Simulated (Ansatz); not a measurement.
Relaxed PbTe (rock salt):

```
CELL_PARAMETERS angstrom
      0.00000     6.56902     6.56902
      3.28451     0.00000     3.28451
      3.28451     3.28451     0.00000
ATOMIC_POSITIONS crystal
  Te 0.00000 0.00000 0.00000
  Te 0.50000 0.00000 0.00000
  Pb 0.25000 0.50000 0.50000
  Pb 0.75000 0.50000 0.50000
```

In each cell atom 3 (Pb, nearest neighbour Te at 3.285 Å; its periodic images, 4.6 Å or more away, move with it) moves by s·(-1.000, 0.000, 0.000) (towards the nearest neighbour), the rest being held.

Level of theory: PBE (plane waves to 420 eV, PAW, scalar-relativistic; Ansatz, an electronic-structure program). k mesh 7×7×7 (Γ-centred), Fermi-Dirac smearing 0.05 eV. The energy includes the smearing's −TS. Compression counts positive. PbTe was relaxed with its symmetry unable to fall. Spin-orbit coupling is left out, though Pb and Te are heavy. The zero of ΔE is the undisplaced structure.

**Question.** Predict the ΔE (meV/cell) and P (GPa) at s (Å) = -0.990, -0.594, 0.198, 0.594, 0.990.

**Answer.** 
```
s (Å)   ΔE (meV/cell)  P (GPa)
------  -------------  -------
-0.990           2901      9.4
-0.594            543      2.4
0.198              36      0.2
0.594             543      2.4
0.990            2901      9.4
```

(For displaced atoms, the force is minus the slope of the energy, and its curvature is a force constant, which sets phonon frequencies.)
